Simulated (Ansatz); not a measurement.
Ti3IrC2:
```
CELL_PARAMETERS angstrom
      3.01786     0.00000     0.00000
     -1.50893     2.61354     0.00000
      0.00000     0.00000    18.23277
ATOMIC_POSITIONS crystal
  Ti 0.66667 0.33333 0.36595
  Ti 0.33333 0.66667 0.63405
  Ti 0.33333 0.66667 0.86595
  Ti 0.66667 0.33333 0.13405
  Ti 0.00000 0.00000 0.50000
  Ti 0.00000 0.00000 0.00000
  Ir 0.00000 0.00000 0.75000
  Ir 0.00000 0.00000 0.25000
  C  0.33333 0.66667 0.42876
  C  0.66667 0.33333 0.57124
  C  0.66667 0.33333 0.92876
  C  0.33333 0.66667 0.07124
```

Relaxed with PBE. Special points in fractions of this cell's reciprocal vectors: Γ (0.000, 0.000, 0.000); M (0.500, 0.000, 0.000); K (0.333, 0.333, 0.000); A (0.000, 0.000, 0.500); L (0.500, 0.000, 0.500); H (0.333, 0.333, 0.500).

Question: List the band energies nearest the Fermi level at these points for DFT-PBE with spin–orbit coupling in the program Ansatz with PAW potentials.

Answer: In eV from the Fermi level; about four levels below and three above (degenerate sets whole), none deeper than 8.9 eV; points with the same levels are listed once.

```csv
k,below,above
Γ,-0.31 -0.31 -0.19 -0.19,0.36 0.36 0.52 0.52
M,-0.40 -0.40 -0.32 -0.32,0.28 0.28 0.30 0.30
K,-0.37 -0.37 -0.32 -0.32,0.59 0.59 0.84 0.84
A,-0.52 -0.52 -0.52 -0.52,0.07 0.07 0.07 0.07
L,-0.36 -0.36 -0.36 -0.36,0.29 0.29 0.29 0.29
H,-0.35 -0.35 -0.34 -0.34,0.59 0.59 0.85 0.85
```

Space group P6_3/mmc. The start of the workflow was typed in or built on a structure type; neither database checked (COD, Materials Project) lists it. Its standing as an ambient phase is unchecked. The cell was relaxed with PBE under the symmetry of its start; its stability against distortions is not shown here. No spin polarisation was allowed.

Potentials: the earlier of the program's two PAW sets.
